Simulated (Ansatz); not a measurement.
Task: Each is relaxed and computed with plane-wave PAW PBEsol (Ansatz code). Which is the only metal?
A. SiBCN, P3m1 (B on 1b, Si on 1c, C on 1b, N on 1c)
B. SrTiO3, cubic perovskite
C. Ti2SiB2, P-6m2 (Ti on 2h, Si on 1a, B on 1b, B on 1f)
D. Sr2ZrTiO6, P4/mmm (Pearson symbol tP10)

Result: C, Ti2SiB2, P-6m2 (Ti on 2h, Si on 1a, B on 1b, B on 1f). Ti2SiB2: metal; SiBCN: gap 2.40 eV (indirect); Sr2ZrTiO6: gap 1.84 eV (indirect); SrTiO3: gap 1.86 eV (indirect). Typed or built starts, not in the databases checked: Ti2SiB2, P-6m2 (Ti on 2h, Si on 1a, B on 1b, B on 1f); SiBCN, P3m1 (B on 1b, Si on 1c, C on 1b, N on 1c); Sr2ZrTiO6, P4/mmm (Pearson symbol tP10). Began spin-polarised and lost the moments: Sr2ZrTiO6, P4/mmm (Pearson symbol tP10). Unstable at this level: Sr2ZrTiO6, P4/mmm (Pearson symbol tP10); SrTiO3, cubic perovskite. All cells were relaxed under the symmetry of their starts (and spin orders); stability against distortions was not tested throughout. Named crystals with no word on spin ran without spin polarisation. Scalar-relativistic: spin–orbit coupling is off unless named, which matters more the heavier the elements.

Potentials: the earlier of the program's two PAW sets. The files were generated under PBE; for other functionals the program regenerates the frozen cores, and for LDA and PBEsol the local potential too.
